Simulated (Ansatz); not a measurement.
Ansatz (an electronic-structure program) input:

Ansatz 0.2 input:
```yaml
crystal:
  lattice:
    - [0.0, 4.6097201776, 4.6097201776]
    - [4.6097201776, 0.0, 4.6097201776]
    - [4.6097201776, 4.6097201776, 0.0]
  atoms:
    - { symbol: Cs, position: [0.75, 0.75, 0.75] }
    - { symbol: Cs, position: [0.25, 0.25, 0.25] }
    - { symbol: Cs, position: [0.5, 0.5, 0.5] }
    - { symbol: Sb, position: [0.0, 0.0, 0.0] }
kpoints:
  mp_grid: { grid: [5, 5, 5] }
hamiltonian:
  xc: r2scan
  pseudopotentials: { kind: paw }
scf:
  occupations: { method: fixed }
checkpoint: { read: static.run }
output: { write_density: true, elf: true, volumetric_format: npy }
```

Output (shortened):

```
Pseudopotential: Cs, paw, valence charge 9
Pseudopotential: Sb, paw, valence charge 15
Functional definition: r2SCAN
Crystal: 4 atoms, lattice volume = 195.909 Å³
Basis set: ecut = 500 eV, 4957 PW (Γ), exchange–correlation on 192×192×192 points (64 copies of the dense FFT grid, shifted against one another)
Bands: 26, of which v1, the nominal top of the filled ones, is band 21 counted from 1 (20 counted from 0)
Symmetry: 48 space group operations
Space group: Fm-3m (ITA 225), of the structure as read, at distance tolerance 5.8e-5 Å
k-points: 10 of 125
Stability of the state it starts from, as read at its close in the unpolarized treatment …
iter 1 solved again at ethr=1.50e-6 eV; its pass at ethr=3.10e-3 eV (dr2=6.28e-4 eV) is discarded
SCF iter   1: F=—  HF=-23558.998209 eV  |F-HF|=—  |Δ(HF+E_count)|=         —  Δρ=1.22e-6  dr2=1.78e-9  dr2_τ=1.76e-10  ethr=1.50e-6  ⟨swp⟩=3.2  Hψ=1702  notcnv=0  defer=30
preconditioner: auto → Resta (q_TF=auto, 2.111 Å⁻¹)
SCF iter   2: F=—  HF=-23558.998162 eV  |F-HF|=—  |Δ(HF+E_count)|=   4.73e-5  Δρ=6.77e-7  dr2=6.02e-10  dr2_τ=1.39e-10  ethr=4.24e-12  ⟨swp⟩=13.9  Hψ=1768  notcnv=0
SCF iter   3: F=-23558.998162 eV  HF=-23558.998162 eV  |F-HF|=9.82e-11  |Δ(HF+E_count)|=  8.00e-11  Δρ=4.45e-7  dr2=2.57e-10  dr2_τ=2.60e-11  ethr=1.43e-12  ⟨swp⟩=1.0  Hψ=550  notcnv=0
SCF 1 converged in 3 iterations: F = -23558.998162 eV  dr2 = 2.57e-10
SCF converged after 3 iterations
Free energy (F): -23558.998162 eV
Harris-Foulkes:  -23558.998162 eV  (|F-HF|=9.82e-11)
Internal energy: -23558.998162 eV  (E = F + TS)
E sigma→0 (E₀):  -23558.998162 eV
Fermi energy:    5.969875 eV
--- Per-component energies (eV) ---
  E_band       = -366.039101
  E_kinetic    = 634.241356
  E_local      = -2731.027212  (includes V_loc(G=0)·N_el)
  E_nonlocal   = 451.504173
  E_hartree    = 1168.799196
  E_xc         = -615.624105
  E_vxc        = -516.327100  (∫ρ·V_xc dr)
  E_paw        = -19883.143835  (= ΣΔE_a)
  E_vpaw       = -568.611495  (= ΣTr[D̂ρ^β])
  E_aug_tail   = -0.000001  (compensation charges beyond the density's cutoff)
  E_vtau       = 26.582885  (kinetic-family band-sum trace: ∫τ·v_τ [+ j·A + Jᵃ·Aᵃ] dr)
  E_ewald      = -2584.403408
  E_core_change = 0.655675  (= ΣΔE_core)
  E_smearing   =  0.000000  (= −TS)
  E_closure    =  0.000000  (closes the sum)
  Σ components = -23558.998162   (vs F -23558.998162, Δ=0.00e0)
  [band-id]    e_kinetic+e_local+e_nonlocal+2·e_hartree+e_vxc+e_vpaw+e_augmentation_tail+e_vtau = -366.039001   (vs E_band -366.039101, Δ=9.98e-5)
--- Band table (eV; the first three rows and the last of 10) ---
  k-point 0: bands = ["-21.5712", "-21.5712", "-21.5712", "-21.5675", "-21.5675", "-18.3445", "-17.3382", "-17.2966", "-4.9205", "-4.9205", "-4.9205", "-4.0089", "-4.0089", "-4.0089", "-3.6163", "-3.6163", "-3.6163", "-1.3968", "5.6145", "5.6145", "5.6145", …
  k-point 1: bands = ["-21.5712", "-21.5712", "-21.5712", "-21.5675", "-21.5675", "-18.3398", "-17.3381", "-17.3026", "-4.9440", "-4.9440", "-4.9396", "-3.9686", "-3.9686", "-3.9256", "-3.7282", "-3.6317", "-3.6317", "-1.2991", "5.3733", "5.5729", "5.5729", …
  k-point 2: bands = ["-21.5713", "-21.5712", "-21.5712", "-21.5675", "-21.5675", "-18.3321", "-17.3329", "-17.3172", "-4.9788", "-4.9788", "-4.9610", "-3.9028", "-3.9028", "-3.8773", "-3.8062", "-3.6604", "-3.6604", "-1.1825", "5.3053", "5.5535", "5.5535", …
  k-point 9: bands = ["-21.5713", "-21.5712", "-21.5712", "-21.5675", "-21.5675", "-18.3274", "-17.3327", "-17.3230", "-5.0779", "-4.9855", "-4.9210", "-4.0571", "-3.8539", "-3.7795", "-3.7051", "-3.6952", "-3.6485", "-1.1482", "5.3792", "5.6890", "5.7875", …
```

Cost: about 7 core-seconds (a rough figure) on shared cores.

The workflow started from a Materials Project entry (that database holds measured and hypothetical structures alike); the Crystallography Open Database copy checked does not list it. Its standing as an ambient phase is unchecked. Symmetry was held in the r²SCAN relaxation; its stability against distortions is not shown here. Spin–orbit coupling is left out wherever it is not named.

Potentials: the later of the program's two PAW sets.

Ansatz is a plane-wave DFT program.
